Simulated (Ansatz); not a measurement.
# Random displacements in Rh

These are results of DFT LDA, scalar-relativistic, plane waves, PAW (Ansatz), not measurements. Cutoff 420 eV, Γ-centred 6×6×6 k-points, Gaussian smearing of 0.15 eV. The mesh is coarse. No spin polarisation. Energies are free energies at this smearing, counted from the undisturbed cell; pressure is positive in compression.

Zero of the scan (as given, not relaxed at this level; this form isn't the usual structure):

```
Rh
1.0
     2.73098    0.00000   -4.42849
     2.73098    0.00000    4.42849
    -2.73098   -4.73019    0.00000
Rh
8
Direct
  0.79167 0.54167 0.33333
  0.29167 0.04167 0.33333
  0.79167 0.54167 0.83333
  0.29167 0.04167 0.83333
  0.70833 0.95833 0.16667
  0.20833 0.45833 0.16667
  0.70833 0.95833 0.66667
  0.20833 0.45833 0.66667
```

The atoms are displaced (Å, in the unstrained cell):

| atom | ux | uy | uz |
| --- | --- | --- | --- |
| Rh1 | 0.044 | -0.048 | 0.077 |
| Rh2 | 0.026 | 0.026 | 0.062 |
| Rh3 | 0.023 | 0.069 | -0.064 |
| Rh4 | -0.047 | -0.062 | -0.016 |
| Rh5 | -0.025 | 0.018 | -0.019 |
| Rh6 | -0.041 | 0.039 | -0.053 |
| Rh7 | -0.017 | -0.058 | 0.058 |
| Rh8 | 0.037 | 0.015 | -0.045 |

The cell is not strained.

Q: What are the energy change, the stress and the forces?

A: ΔE = 30.4 meV/atom; stress (xx, yy, zz, yz, xz, xy; compression positive) (-17.71, -17.35, -18.38, -0.13, 0.52, 0.38) GPa.
```
atom Fx (eV/Å) Fy Fz
 Rh1      -0.24   0.37  -0.66
 Rh2      -0.41  -0.28  -0.85
 Rh3      -0.11  -0.66   0.50
 Rh4       0.47   0.62   0.08
 Rh5       0.13  -0.24   0.31
 Rh6       0.50  -0.41   0.86
 Rh7       0.01   0.68  -0.47
 Rh8      -0.35  -0.08   0.24
```

Cost: 1 run of about 2.6 core-minutes, on AMD EPYC (Zen 3) (shared hosts).